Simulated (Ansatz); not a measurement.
Input and command of a plane-wave DFT calculation in Ansatz:

```yaml
crystal:
  lattice:
    - [2.8487959745, 0.0, 0.0]
    - [0.0, 2.8487959745, 0.0]
    - [0.0, 0.0, 2.8487959745]
  atoms:
    - { symbol: Ga, position: [0.0, 0.0, 0.0] }
    - { symbol: Ni, position: [0.5, 0.5, 0.5] }
basis:
  ecutwfc: 500
kpoints:
  mp_grid: { grid: [14, 14, 14] }
hamiltonian:
  xc: r2scan
scf:
  occupations: { method: gaussian, width: 0.1 }
output:
  forces: true
  stress: true
  eigenvalues: true
```

```bash
ansatz run input.yaml --threads 1 --pin off --max-ram 2560MiB --backend cpu --events-out ev --progress --plain --runs-dir out
```

Processor: Oxide Virtual Turin-like Processor (Zen 5), 1 thread, on a host shared with other jobs.

Q: How long does it run, and how much memory does it take?

A: About 7.1 s on 1 thread of Oxide Virtual Turin-like Processor (Zen 5), with other jobs on the host, peak memory 0.46 GiB. It solves 20 bands at 120 k points (the mesh reduced by symmetry) with about 587 plane waves, in 9 SCF iterations.
